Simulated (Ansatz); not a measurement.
**Ti$_{3}$Cd: do energies and stresses tell the same story?**

Method: DFT r2SCAN, scalar-relativistic, plane waves, PAW in Ansatz.

Cutoff 500 eV; k points 10×10×10 on the computed 4-atom cell (Γ-centred); Gaussian smearing, width 0.10 eV; no spin polarisation.

Relaxed cell: Pm-3m, a = 4.135 Å, b = 4.135 Å, c = 4.135 Å, α = 90.00°, β = 90.00°, γ = 90.00°, 4 atoms in the primitive cell. Whether it is the stable form of this composition wasn't checked.

Energies at zero smearing and pressures from the stress tensor, at volumes with shape and atoms relaxed:
| V (Å³/atom) | E − E(first) (meV/atom) | P (GPa) |
| --- | --- | --- |
| 16.612 | 0.00 | 7.69 |
| 17.142 | -18.24 | 3.54 |
| 17.672 | -23.78 | -0.04 |
| 18.202 | -18.37 | -3.12 |
| 18.732 | -3.50 | -5.77 |

Check P = −dE/dV between neighbouring volumes, and get the bulk modulus from the pressures alone.

With 1 eV/Å³ = 160.2 GPa:
```tsv
middle V (Å³/atom)	−ΔE/ΔV (GPa)	mean P (GPa)
16.877	5.513	5.613
17.407	1.675	1.748
17.937	-1.636	-1.578
18.467	-4.494	-4.442
```

The two differ by 0.10 GPa at most. The mean of two end pressures misses the average over a step by about ΔV² P″/12, up to 0.05 GPa here; with that taken off 0.05 GPa remains. The stress is the derivative of the free energy, not of the energy at zero smearing, and with free energies 0.00 GPa remains. Around V = 17.672 Å³/atom, the two neighbours give B = −V ΔP/ΔV = 17.672 × 6.65 / 1.060 = 110.9 GPa, against B0 = 110.4 GPa from the Birch–Murnaghan fit of the energies.